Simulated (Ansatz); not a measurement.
BaGeP$_{4}$ (Cmmm)

Computed with Ansatz, DFT PBE, scalar-relativistic, plane waves, PAW.

Plane waves to 420 eV, a k mesh through Γ of 8×8×10 on the computed 6-atom cell and Gaussian smearing (0.10 eV); no spin polarisation.

The structure is relaxed at this level of theory with its symmetry kept, and needn't be the ground state of this composition.

Space group Cmmm (No. 65), orthorhombic, a = 6.579 Å, b = 10.273 Å, c = 3.624 Å. Ba has 2 P at 3.17 Å, 8 P at 3.55 Å, 2 Ba at 3.62 Å, 4 Ge at 3.76 Å and 4 P at 3.83 Å; Ge is surrounded by 4 P at 2.67 Å and 4 P at 3.05 Å; P on a site of symmetry m2m has 4 P at 2.52 Å, 2 Ge at 2.67 Å and 1 Ba at 3.17 Å; P on a site of symmetry 2/m has 4 P at 2.52 Å, 2 Ge at 3.05 Å, 2 P at 3.29 Å and 4 Ba at 3.55 Å.

| Property | Result |
| --- | --- |
| Volume per atom | 137.7 bohr³ |
| Formation energy from the elements' standard states (uncorrected) | -0.114 eV/atom |
| Kohn–Sham band gap | none (metal) |
| Density of states at the Fermi level | 2.2 states/eV per cell |
| Orbital (Löwdin) character within 0.5 eV of the Fermi level | P 3p 55 %, Ge 4p 18 %, P 3s 9 %, unprojected 13 % |
| Bader charge by site (e) | Ba (1 in the cell) 1.23, Ge (1 in the cell) 0.28, P (2 in the cell) -0.41, P (2 in the cell) -0.34 |

Spin-orbit coupling is left out, which matters for the bands of heavy elements.

The cell was found from a structure generator's guess, not taken from experiment. Löwdin shares on free-atom orbitals overweight diffuse shells.
